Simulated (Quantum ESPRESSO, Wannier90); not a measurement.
Wannier functions of SnO$_{2}$ (rutile)

```xyz
6
Lattice="4.7648 0.0000 0.0000 0.0000 4.7648 0.0000 0.0000 0.0000 3.2075" Properties=species:S:1:pos:R:3 pbc="T T T"
Sn     2.3824     2.3824     1.6038
Sn     0.0000     0.0000     0.0000
O      0.9245    -0.9245     1.6038
O     -0.9245     0.9245     1.6038
O     -1.4579    -1.4579     0.0000
O      1.4579     1.4579     0.0000
```

Materials Project entry mp-856; symmetrised, unrelaxed at this level. COD (Crystallography Open Database) has an entry of this formula and space group (matched by these alone). Level: PBEsol, no spin polarisation, no spin-orbit coupling; pw.x of Quantum ESPRESSO at 68 Ry with PseudoDojo potentials, 6×6×10 k-points, Wannier90. Density: 6×6×10 mesh, cold smearing 0.01 Ry. Spin-orbit coupling is left out although heavy elements are present.

Bands 11-14 form an isolated set from -18.80 to -15.21 eV relative to the valence-band maximum (on the path) and are turned into 4 Wannier functions by minimising the spread from the start: atomic waves O 2s.

Centres (Cartesian, Å; one of the equivalent choices) and spreads:

```csv
n,x,y,z,spread (Å²),nearest atom
1,0.887,-0.887,1.604,1.351,O3
2,-0.887,0.887,1.604,1.351,O4
3,-1.495,-1.495,0.000,1.351,O5
4,1.495,1.495,0.000,1.351,O6
```

Ω_I = 5.38 Å², Ω_total = 5.41 Å²; the interpolated bands follow pw.x to 0.0 meV rms on the path. Only this start was tried; a symmetric start can stop on a saddle, and mixtures of these functions could lower the total by at most Ω_total − Ω_I.
